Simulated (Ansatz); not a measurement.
**Cr₂SbO₄ single point**

input.yaml (Ansatz 0.2.0)

```yaml
crystal:
  lattice:
    - [-3.036196, 0.0, 5.104976]
    - [3.036196, 0.0, 5.104976]
    - [3.036196, 5.946645, 0.0]
  atoms:
    - { symbol: Cr, position: [0.48148, 0.48148, 0.25] }
    - { symbol: Cr, position: [0.76852, 0.76852, 0.25] }
    - { symbol: Cr, position: [0.51852, 0.51852, 0.75] }
    - { symbol: Cr, position: [0.23148, 0.23148, 0.75] }
    - { symbol: Sb, position: [0.125, 0.125, 0.25] }
    - { symbol: Sb, position: [0.875, 0.875, 0.75] }
    - { symbol: O, position: [0.3222, 0.1386, 0.0968] }
    - { symbol: O, position: [0.1386, 0.3222, 0.4032] }
    - { symbol: O, position: [0.2646, 0.7746, 0.4032] }
    - { symbol: O, position: [0.7746, 0.2646, 0.0968] }
    - { symbol: O, position: [0.6778, 0.8614, 0.9032] }
    - { symbol: O, position: [0.8614, 0.6778, 0.5968] }
    - { symbol: O, position: [0.7354, 0.2254, 0.5968] }
    - { symbol: O, position: [0.2254, 0.7354, 0.9032] }
  symmetry: { tolerance: 0.0003 }
kpoints:
  mp_grid: { grid: [6, 6, 6], shift: [0, 0, 0] }
  band_path:
    path:
      - [0.0, 0.0, 0.0]
      - [0.5, 0.5, 0.0]
      - [0.5, 0.5, 0.5]
      - [0.0, 0.0, 0.5]
      - [0.0, 0.0, 0.0]
      - [0.40360374, -0.40360374, -0.40360374]
      - [0.59639626, 0.40360374, 0.40360374]
      - [0.5, 0.5, 0.5]
      - [0.5, 0.5, 0.0]
      - [0.72673862, 0.27326138, -0.22673862]
      - [0.27326138, -0.27326138, 0.22673862]
    npoints: 6
magnetization:
  spin_polarized: false
scf:
  occupations: { method: gaussian, width: 0.1616 }
  lower_state_search: "off"
  max_iter: 200
hamiltonian:
  pseudopotentials: { kind: paw }
  xc: pbe
basis:
  ecutwfc: 420
  fft_grid_basis: typed
output:
  forces: true
  stress: true
  eigenvalues: true
  bader: true
  populations: true
  elf: true
  write_potential: true
  volumetric_format: npy
  dos:
    e_range: [-12, 8]
    de: 0.05
    projected: { site_lists: { Cr: [Cr], O: [O], Sb: [Sb] } }
checkpoint:
  read: saved_state
```

The run starts from an earlier solution of this cell. 

Output (shortened):

```
SCF iter   1: F=—  Δρ=1.44e-3  dr2=6.69e-4
SCF iter   2: F=—  Δρ=7.52e-4  dr2=1.86e-4
SCF iter   3: F=—  Δρ=4.10e-4  dr2=1.24e-4
SCF iter   4: F=—  Δρ=8.64e-5  dr2=9.07e-6
SCF iter   5: F=—  Δρ=5.33e-5  dr2=1.48e-6
SCF iter   6: F=—  Δρ=1.95e-5  dr2=2.77e-7
SCF iter   7: F=-31000.1191 eV  Δρ=5.16e-6  dr2=3.70e-8
Free energy (F): -31000.1191 eV
Harris-Foulkes:  -31000.1191 eV  (|F-HF|=3.03e-8)
Internal energy: -30999.7592 eV  (E = F + TS)
E sigma→0 (E₀):  -30999.9391 eV
Entropy (-TS):   -0.3599 eV (-25.704 meV/atom)
Fermi energy:    11.2078 eV
--- Forces (eV/Å), atoms counted from 1 ---
  atom   1  Cr     0.0000     0.0000     2.0444
  atom   2  Cr     0.0000     0.0000    -2.0444
  atom   3  Cr     0.0000     0.0000    -2.0444
  atom   4  Cr     0.0000     0.0000     2.0444
  atom   5  Sb     0.0000     0.0000     0.0000
  atom   6  Sb     0.0000     0.0000     0.0000
  atom   7  O     -4.5303    -4.1520     4.5017
  atom   8  O      4.5303     4.1520     4.5017
  atom   9  O     -4.5303     4.1520    -4.5017
  atom  10  O      4.5303    -4.1520    -4.5017
  atom  11  O      4.5303     4.1520    -4.5017
  atom  12  O     -4.5303    -4.1520    -4.5017
  atom  13  O      4.5303    -4.1520     4.5017
  atom  14  O     -4.5303     4.1520     4.5017
--- Stress (GPa, compression-positive) ---
       17.1947       0.0000       0.0000
        0.0000      10.3634       0.0000
        0.0000       0.0000      21.2156
  P = ⅓ Tr σ = 16.2579 GPa (162.579 kbar)
--- Löwdin populations: 14 sites ---
  site symbol       q [e]
     0     Cr     13.2801
     1     Cr     13.2801
     2     Cr     13.2801
     3     Cr     13.2801
     4     Sb     12.6126
     5     Sb     12.6126
     6      O      6.8640
     7      O      6.8640
     8      O      6.8640
     9      O      6.8640
    10      O      6.8640
    11      O      6.8640
    12      O      6.8640
    13      O      6.8640
  spilling = 0.0055 (of n_electrons = 134.0000)
--- Bader charges: 14 sites ---
  site symbol  charge [e]  shift [e]
     0     Cr      1.1222     0.0011
     1     Cr      1.1222     0.0011
     2     Cr      1.1222     0.0011
     3     Cr      1.1222     0.0011
     4     Sb      2.9704     0.0363
     5     Sb      2.9704     0.0363
     6      O     -1.3037     0.0085
     7      O     -1.3037     0.0085
     8      O     -1.3037     0.0085
     9      O     -1.3037     0.0085
    10      O     -1.3037     0.0085
    11      O     -1.3037     0.0085
    12      O     -1.3037     0.0085
    13      O     -1.3037     0.0085
```

Absolute energies hang on the potentials; compare differences alone.

Origin: a known structure type with other elements, at an estimated volume, so it need not be a known compound. Caveats: no spin polarisation, so a magnetic state may lie lower; atoms or cell far from equilibrium; wide smearing.
